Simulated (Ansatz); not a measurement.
Re (bcc (W type), Im-3m) at seven volumes, DFT-PBEsol in the program Ansatz with PAW potentials, scaled uniformly. One row is withheld.

| V (Å³/atom) | P (GPa) |
|---|---|
| 13.362 | 44.64 |
| 13.802 | 27.35 |
| 14.243 | 12.67 |
| 14.683 | 0.19 |
| 15.124 | -10.40 |
| 15.564 | -19.36 |
| 16.005 | ? |

### Question
Fit the shown pressures and predict the withheld one.

### Answer
Third-order Birch–Murnaghan: P = (3/2)B₀(x^(7/2) − x^(5/2))[1 + (3/4)(B′ − 4)(x − 1)] with x = (V₀/V)^(2/3). Least squares on the six rows gives V₀ = 14.691 Å³/atom, B₀ = 381.3 GPa, B′ = 4.43. At V = 16.005, x = 0.9445 and P = -27.03 GPa. The run itself gave -26.95 GPa.

The start of the workflow was typed in or built on a structure type; the Crystallography Open Database copy checked does not list it. It is not the phase usual at ambient conditions (space group No. 194). The cell keeps a stress of up to 0.2 GPa. The PBEsol relaxation kept the symmetry of its start. At this level the phase is mechanically unstable. No spin polarisation was allowed. Scalar-relativistic: spin–orbit coupling is off unless named, which matters more the heavier the elements.

Potentials: the later of the program's two PAW sets.
